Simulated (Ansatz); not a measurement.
Relaxation of a generated cell, Si built in the AFLOW prototype A_tP12_96_ab (as in Si); 12 atoms in the cell, which starts as P4₃2₁2 (No. 96), tP12; a = b = 5.2536 Å, c = 6.6195 Å, α = β = γ = 90.00°. Calculation: PBE (plane waves to 420 eV, PAW, scalar-relativistic; Ansatz, a quantum-chemistry and plane-wave program). Γ-centred k-mesh 4×4×3 on the run's cell (coarser than for final values), Fermi–Dirac smearing 0.05 eV. This is the first round of the run. 

The optimiser's lines from the output (shortened; P is positive under compression):

```
relax step   1: F+E_penalty+E_count = -7624.49114306 eV  Δ(F+E_penalty+E_count) = +0.000e0 eV  max|allowed force component| = 1.969e0 eV/Å  Δτ_max = 0.0000 Å  P = +21.128 GPa  Ω = 182.700 Å³  (7 SCF iters, dr2 threshold 1.00e-7 eV, accepted)
relax step   2: F+E_penalty+E_count = -7627.11054046 eV  Δ(F+E_penalty+E_count) = -2.619e0 eV  max|allowed force component| = 7.499e-1 eV/Å  Δτ_max = 0.0743 Å  P = +6.906 GPa  Ω = 201.331 Å³  (6 SCF iters, dr2 threshold 1.20e-6 eV, accepted)
relax step   3: F+E_penalty+E_count = -7627.70530680 eV  Δ(F+E_penalty+E_count) = -5.948e-1 eV  max|allowed force component| = 2.224e-1 eV/Å  Δτ_max = 0.2000 Å  P = +1.355 GPa  Ω = 218.786 Å³  (6 SCF iters, dr2 threshold 1.20e-6 eV, accepted)
relax step   4: F+E_penalty+E_count = -7627.77908048 eV  Δ(F+E_penalty+E_count) = -7.377e-2 eV  max|allowed force component| = 1.183e-1 eV/Å  Δτ_max = 0.0516 Å  P = -0.834 GPa  Ω = 223.296 Å³  (5 SCF iters, dr2 threshold 1.20e-6 eV, accepted)
relax step   5: F+E_penalty+E_count = -7627.80458678 eV  Δ(F+E_penalty+E_count) = -2.551e-2 eV  max|allowed force component| = 1.715e-2 eV/Å  Δτ_max = 0.0206 Å  P = +0.051 GPa  Ω = 220.383 Å³  (5 SCF iters, dr2 threshold 1.20e-6 eV, accepted)
relax step   6: F+E_penalty+E_count = -7627.80498189 eV  Δ(F+E_penalty+E_count) = -3.951e-4 eV  max|allowed force component| = 9.237e-3 eV/Å  Δτ_max = 0.0026 Å  P = +0.044 GPa  Ω = 220.340 Å³  (5 SCF iters, dr2 threshold 1.84e-8 eV, accepted)
relax step   7: F+E_penalty+E_count = -7627.80507731 eV  Δ(F+E_penalty+E_count) = -9.541e-5 eV  max|allowed force component| = 1.183e-3 eV/Å  Δτ_max = 0.0024 Å  P = +0.003 GPa  Ω = 220.382 Å³  (5 SCF iters, dr2 threshold 6.87e-9 eV, accepted)
relax step   8: F+E_penalty+E_count = -7627.80715875 eV  Δ(F+E_penalty+E_count) = -2.081e-3 eV  max|allowed force component| = 1.187e-3 eV/Å  Δτ_max = 0.0000 Å  P = +0.020 GPa  Ω = 220.382 Å³  stress off target by 2.46e-2 GPa  SCF on the basis re-selected at this cell (its energy is not comparable with the rows above)  (5 SCF iters)
relax step   9: F+E_penalty+E_count = -7627.80716209 eV  Δ(F+E_penalty+E_count) = -3.334e-6 eV  max|allowed force component| = 4.682e-5 eV/Å  Δτ_max = 0.0001 Å  P = +0.000 GPa  Ω = 220.422 Å³  (4 SCF iters, dr2 threshold 1.52e-9 eV, accepted)
relax step  10: F+E_penalty+E_count = -7627.80716209 eV  Δ(F+E_penalty+E_count) = -3.638e-11 eV  max|allowed force component| = 4.623e-5 eV/Å  Δτ_max = 0.0000 Å  P = +0.000 GPa  Ω = 220.422 Å³  stress off target by 4.75e-4 GPa  SCF on the basis re-selected at this cell (its energy is not comparable with the rows above)  (4 SCF iters)
```

From the first to the last row the energy changes by -0.28 eV/atom and the volume by +20.6 %. The last row is marked as not comparable with the walk above it, whose basis was carried along; it does compare with step 1, since both stand on a basis selected at the nominal cutoff for their own cell.

Later rounds, restarted from the end of this one on a renewed k-mesh, logged 4 more steps and released under 1 meV/atom more. The final structure after all rounds: P4₃2₁2 (No. 96), tP12, AFLOW prototype A_tP12_96_ab (as in Si); a = 5.6800 Å, b = 5.6800 Å, c = 6.8270 Å, α = 90.00°, β = 90.00°, γ = 90.00°. Between re-selections the logged energies stand on a plane-wave basis carried along with the cell. No spin polarisation in the result.

The run could not lose the symmetry of its start: the end is stationary, and may be a saddle point rather than a minimum.

The relaxed structure here is a generated cell of Si: the first start was made by placing the elements on the sites of a structure type, and the end was not matched to a known phase here, so it may be hypothetical. Known forms of Si include space group No. 227.
